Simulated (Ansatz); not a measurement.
Zr$_{6}$NiTe$_{2}$:
```xyz
9
Lattice="7.7084 0.0000 0.0000 -3.8542 6.6757 0.0000 0.0000 0.0000 3.7182" Properties=species:S:1:pos:R:3 pbc="T T T"
Zr     1.8336     0.0000     0.0000
Zr     2.9374     5.0877     0.0000
Zr    -0.9168     1.5880     0.0000
Zr     4.5734     0.0000     1.8591
Zr     1.5675     2.7149     1.8591
Zr    -2.2867     3.9607     1.8591
Ni     0.0000     0.0000     1.8591
Te     0.0000     4.4504     0.0000
Te     3.8542     2.2252     0.0000
```

This is the r²SCAN-relaxed structure.

Task: All from the program Ansatz at the r²SCAN level (PAW), unless another level is named. Give the electronic character.

Result: metallic (no gap).

Task: Predict the density of states at the Fermi level.

Result: 0.51 states/eV per atom (mean over ±0.08 eV).

Task: Predict the formation energy from the elements (no fitted shifts).

Result: -0.67 eV/atom.

Space group P-62m. The first step of the workflow began from a Materials Project structure, measured or hypothetical; the Crystallography Open Database copy checked does not list it. Its standing as an ambient phase is unchecked. The cell was relaxed with r²SCAN under the symmetry of its start; whether a distortion lowers the energy is not shown. The run is not spin-polarised. The references are the lowest solids computed at this level, not always the standard phases. Scalar-relativistic: spin–orbit coupling is off unless named, which matters more the heavier the elements.

Potentials: the later of the program's two PAW sets.
